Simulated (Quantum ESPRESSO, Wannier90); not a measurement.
## Tight-binding from DFT: PbF4 (I4/mmm)

```
CELL_PARAMETERS angstrom
      4.29350     0.00000     0.00000
      0.00000     4.29350     0.00000
     -2.14675    -2.14675     3.93302
ATOMIC_POSITIONS crystal
  Pb 0.00000 0.00000 0.00000
  F  0.74815 0.74815 0.49630
  F  0.25185 0.25185 0.50370
  F  0.00000 0.50000 0.00000
  F  0.50000 0.00000 0.00000
```

Cell from Materials Project (mp-341), symmetrised, no further relaxation. COD (Crystallography Open Database) has an entry of this formula and space group (matched by these alone). Level: PBEsol, no spin polarisation, no spin-orbit coupling; pw.x of Quantum ESPRESSO at 68 Ry with PseudoDojo potentials, 6×6×6 k-points, Wannier90. Density: 8×8×8 mesh, cold smearing 0.01 Ry. The cell is built of weakly bound layers, chains or molecules. Database cells relaxed without dispersion often hold them too far apart, which can enlarge gaps and weakens couplings between them; spacing and stacking were not compared with the measured crystal. Spin-orbit coupling is left out although heavy elements are present.

Valence charges of the files: Pb 14, F 7. 36 bands were computed.

Isolated groups of bands, relative to the valence-band maximum (bands from 23 on overlap up to the last one computed):

```tsv
bands	from (eV)	to (eV)	filling	weight on atomic waves
1–3	-20.79	-20.17	filled	F 2s 87 %, Pb 5d 6 %, Pb 6p 5 %
4	-19.83	-19.61	filled	F 2s 90 %, Pb 6p 10 %
5–9	-14.38	-13.09	filled	Pb 5d 94 %
10–21	-7.43	0.00	filled	F 2p 91 %
22	1.93	5.30	empty	Pb 6s 46 %, F 2p 45 %
```

Wanted is a model with the orbitals Pb s p, F s p, without the filled groups that are mainly made of other shells (semicore states, and anion s where it isn't named); all higher bands stay in for disentanglement.

Problem. Give num_wann, exclude_bands and num_bands, and the number of electrons that the model holds.

Solution. Electrons: 1×14 + 4×7 = 42, which fill 21 bands.
num_wann = 1×4 + 4×4 = 20.
exclude_bands = 5-9, 5 bands, so num_bands = 36 − 5 = 31.
The model holds 42 − 2×5 = 32 electrons. With the window frozen to 3.43 eV it follows pw.x to 0.7 meV rms (states up to 2.9 eV relative to the valence-band maximum).
